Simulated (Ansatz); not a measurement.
## Guessed and relaxed cells of Ga₂SeS₂

The guess for Ga₂SeS₂ was made by a generator: random cell by space group and Wyckoff sites (P4/mmm, No. 123). Its size is a rough estimate.

POSCAR.start

```
Ga Se S
1.0
     5.04867    0.00000    0.00000
     0.00000    5.04867    0.00000
     0.00000    0.00000    5.18061
Ga Se S
2 1 2
Direct
  0.00000 0.00000 0.76411
  0.00000 0.00000 0.23589
  0.50000 0.50000 0.50000
  0.00000 0.50000 0.50000
  0.50000 0.00000 0.50000
```

Theory: DFT PBE, scalar-relativistic, plane waves, PAW (Ansatz). Cutoff 420 eV, Gaussian smearing, Γ-centred meshes. Cell and atoms relax first on a coarse mesh and then on a finer one. In between, the cell is made exact in the group found at 0.06 Å. In metals the finer mesh still leaves noise of several meV/atom or more. The steps can't lower the symmetry of their start. No spin polarisation.

POSCAR.end

```
Ga Se S
1.0
     4.99893    0.00000    0.00000
     0.00000    4.99893    0.00000
     0.00000    0.00000    5.47362
Ga Se S
2 1 2
Direct
  0.00000 0.00000 0.74670
  0.00000 0.00000 0.25330
  0.50000 0.50000 0.50000
  0.00000 0.50000 0.50000
  0.50000 0.00000 0.50000
```

The symmetry stays P4/mmm (No. 123). The volume per atom grows by 3.6 %, from 26.4 to 27.4 Å³. The shortest distance goes from 2.44 Å (Ga–Ga) to 2.50 Å (Se–S).

```json
{"Volume per atom": "27.36 Å³", "Density": "3.43 g/cm³", "Formation energy": "+0.07 eV/atom", "Gap on the 8×8×8 mesh of the 5-atom cell": "0 eV (a metal)"}
```

Energies over the elements count from the elements' standard structures at the same level, with no fitted energy shifts. The separate elements lie lower, so it is unstable against them.

The last run used Gaussian smearing of 0.10 eV. The reference forms of S and Se are held partly by dispersion forces, which this level lacks. A structure relaxed within its symmetry needn't be a true minimum. In all, the 4 runs took 9.7 min on 1 thread of Intel(R) Xeon(R) Processor @ 2.50GHz (Skylake/Cascade Lake) (shared host). Another cell of Ga2SeS2 relaxed alike, in P-3m1, lies 0.55 eV/atom lower, so this cell isn't the stable form at this level.
